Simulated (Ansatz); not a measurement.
FeB$_{2}$W$_{2}$ in space group Immm (No. 71; Fe on 2a, B on 4h, W on 4j), the program Ansatz at the PBE level (PAW), all energies at zero smearing, with the estimated change up to a 700 eV cutoff added, with one set of potentials and settings (totals compare only within such a set). Cell of 5 atoms (1 Fe, 2 B, 2 W): -25564.141 eV.

```tsv
element	reference phase	E (eV/atom)
Fe	Im-3m, 1 atoms in the cell, spin-polarised	-4480.4888
B	R-3m, 12 atoms in the cell	-155.9161
W	Im-3m, 1 atoms in the cell	-10384.8193
```

Formation energy per atom, worked out: (-25564.141 − 1×(-4480.4888) − 2×(-155.9161) − 2×(-10384.8193))/5 = -0.436 eV/atom (-42 kJ per mol of atoms), at 0 K, without zero-point energy or fitted corrections.

The workflow started from a Materials Project entry (that database holds measured and hypothetical structures alike); the Crystallography Open Database copy checked does not list it. COD files the formula under space group No. 127, so this cell is another polymorph or a model. Its standing as an ambient phase is unchecked. Symmetry was held in the PBE relaxation; of distortions, only those at the zone centre were tested. The run is not spin-polarised. The references are the lowest solids computed at this level, not always the standard phases. Scalar-relativistic: spin–orbit coupling is off unless named, which matters more the heavier the elements.

Potentials: the later of the program's two PAW sets.
